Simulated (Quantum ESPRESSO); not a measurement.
**Kohn-Sham bands of ZnCu₂SnS₄ (I-42m)**

```yaml
crystal:
  lattice:
    - [5.39698, 0.00000, 0.00000]
    - [0.00000, 5.39698, 0.00000]
    - [-2.69849, -2.69849, 5.39559]
  atoms:
    - { symbol: Zn, position: [0.00000, 0.00000, 0.00000] }
    - { symbol: Cu, position: [0.75000, 0.25000, 0.50000] }
    - { symbol: Cu, position: [0.25000, 0.75000, 0.50000] }
    - { symbol: Sn, position: [0.50000, 0.50000, 0.00000] }
    - { symbol: S, position: [0.37530, 0.89122, 0.26652] }
    - { symbol: S, position: [0.62470, 0.62470, 0.73348] }
    - { symbol: S, position: [0.89122, 0.37530, 0.26652] }
    - { symbol: S, position: [0.10878, 0.10878, 0.73348] }
```

Structure: Materials Project mp-1025500, symmetrised, not relaxed again. Not found in the COD (Crystallography Open Database) copy used, which has the formula in other groups; not checked further. Computed values, not measurements, from LDA: Quantum ESPRESSO (norm-conserving PseudoDojo potentials, cutoff 74 Ry, no spin polarisation, no spin-orbit coupling) on a Γ-centred 4×4×4 mesh, then Wannier90. Density: 6×6×6 mesh, cold smearing 0.01 Ry. A non-magnetic state is assumed, with no Hubbard U on the 3d ions. Spin-orbit coupling is left out although heavy elements are present.

Problem. List the Kohn-Sham levels between −8 and 3.0 eV relative to the Fermi level at the high-symmetry points, as a band run of pw.x on that density gives them (levels within 2 meV counted together).

Solution. 
```
point  k (reciprocal lattice)                                                                                                                                                                                             levels (eV)
-----  ----------------------  ------------------------------------------------------------------------------------------------------------------------------------------------------------------------------------------------------
Γ           0.000 0.000 0.000               -7.25 (×2), -7.25, -7.17, -6.99, -6.06, -5.48, -5.21, -4.50 (×2), -4.23, -4.00 (×2), -3.65, -3.09 (×2), -2.16, -2.11, -2.07 (×2), -1.97, -1.76, -1.68, -0.10, 0.01, 0.05 (×2), 1.82, 3.00
X          0.500 -0.500 0.000    -7.36, -7.27 (×2), -7.18, -7.12, -6.34, -6.25, -5.10, -4.74, -4.22, -3.88, -3.79, -3.75, -3.24, -3.23, -3.14, -2.09, -2.07, -1.81, -1.74, -1.53, -1.41, -1.39, -0.50, -0.49, -0.40, 0.43, 2.47, 2.65
P          0.500 -0.500 0.250                      -7.32 (×2), -7.22, -7.21, -7.12, -6.44, -5.85 (×2), -4.12 (×2), -3.87, -3.79, -3.75, -3.50, -3.19 (×2), -2.09 (×2), -1.70, -1.63, -1.62 (×2), -1.04 (×2), -0.46, -0.43, 0.71, 2.29
N          0.000 -0.500 0.500              -7.32, -7.27, -7.23, -7.14, -7.00, -5.77, -5.31, -5.05, -4.90, -4.74, -4.20, -3.96, -3.81, -3.48, -3.47, -3.44, -2.19, -2.14, -2.02, -1.97, -1.43, -1.41, -1.24, -1.17, -0.86, -0.78, 1.61
M           0.000 0.000 0.500         -7.35, -7.28 (×2), -7.22, -7.01, -5.64, -5.44, -4.57, -4.33 (×2), -3.94 (×2), -3.89, -3.85, -2.74 (×2), -2.46, -2.11, -1.99, -1.93 (×2), -1.83, -1.44, -1.34, -0.65 (×2), 1.19, 1.86 (×2), 1.99
S          0.000 -0.375 0.687        -7.34, -7.25, -7.24, -7.16, -6.98, -5.75, -5.26, -5.03, -4.75, -4.38, -4.24, -4.15, -3.88, -3.60, -3.41, -3.17, -2.27, -2.03, -2.02, -1.97, -1.52, -1.47, -1.37, -1.31, -0.91, -0.53, 1.51, 2.31
S_0        0.000 -0.625 0.313        -7.34, -7.25, -7.24, -7.16, -6.98, -5.75, -5.26, -5.03, -4.75, -4.38, -4.24, -4.15, -3.88, -3.60, -3.41, -3.17, -2.27, -2.03, -2.02, -1.97, -1.52, -1.47, -1.37, -1.31, -0.91, -0.53, 1.51, 2.31
R          0.375 -0.625 0.125  -7.35, -7.29, -7.20, -7.16, -7.13, -6.24, -6.03, -5.10, -4.70, -4.20, -3.93, -3.83, -3.78, -3.44, -3.27, -3.09, -2.15, -2.06, -1.89, -1.78, -1.70, -1.47, -1.25, -0.77, -0.68, -0.44, 0.75, 2.84, 2.94
G          0.375 -0.375 0.500  -7.35, -7.29, -7.20, -7.16, -7.13, -6.24, -6.03, -5.10, -4.70, -4.20, -3.93, -3.83, -3.78, -3.44, -3.27, -3.09, -2.15, -2.06, -1.89, -1.78, -1.70, -1.47, -1.25, -0.77, -0.68, -0.44, 0.75, 2.84, 2.94
```
